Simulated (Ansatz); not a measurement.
A crystal relaxed with r2SCAN in Ansatz 0.2.0 has space group Pnma (No. 62) and a = 9.856 Å, b = 4.610 Å, c = 16.944 Å.

```tsv
atom	site	x	y	z
Cs	4c	0.9125	0.2500	0.6716
Pb	4c	0.8366	0.7500	0.9381
Xx	4c	0.5280	0.2500	0.6126
Xx	4c	0.1989	0.7500	0.7108
Xx	4c	0.6645	0.2500	0.0007
```

r2SCAN gives an indirect gap of 3.28 eV, from Y–Γ (0.30 of the way from Y) to Γ–X (0.84 of the way from Γ); the least direct gap is 3.40 eV at Γ–X (0.80 of the way from Γ). HSE06 gives an indirect gap of 3.72 eV, from Y–Γ (0.30 of the way from Y) to Γ–X (0.84 of the way from Γ); the least direct gap is 3.86 eV at Γ–X (0.80 of the way from Γ). PBE0 gives an indirect gap of 4.40 eV, from Y–Γ (0.30 of the way from Y) to Γ–X (0.84 of the way from Γ); the least direct gap is 4.54 eV at Γ–X (0.80 of the way from Γ). Meshes: r2SCAN 4×6×2, HSE06 2×4×2, PBE0 2×4×2. r2SCAN's ε∞ is 3.5, 3.9 and 3.5 along x, y and z.

Q: Which element is Xx?
A. Cl
B. F
C. I
D. Br

A: D. Xx is Br: a 20-atom cell of CsPbBr3 (Pnma) from a materials database. Around Cs lie 9 Br at 3.70–3.92 Å; around Pb lie 6 Br at 2.86–3.25 Å; around Br lie 3 Pb at 3.10–3.25 Å and 2 Cs at 3.83–3.92 Å; around Br lie 1 Pb at 2.86 Å and 4 Cs at 3.70 Å; around Br lie 2 Pb at 3.05 Å and 3 Cs at 3.78–3.83 Å.

The values are computed, spin-unpolarised, and not measurements.

Spin-orbit coupling is left out; in compounds of Pb, Bi, Tl or Hg it can lower a gap by up to about 1 eV, split its edges or invert the bands.

Where an edge lies off the special points, it is a point of the mesh or the k point where a search put PBE's edge or least direct gap, reused for the other functionals, whose own edges may lie a little apart.

The meshes of the hybrids are coarse, so their gaps aren't converged to the digits shown.

For a response run the program warns that the ground state's bands aren't all converged, so ε∞ carries an extra error.
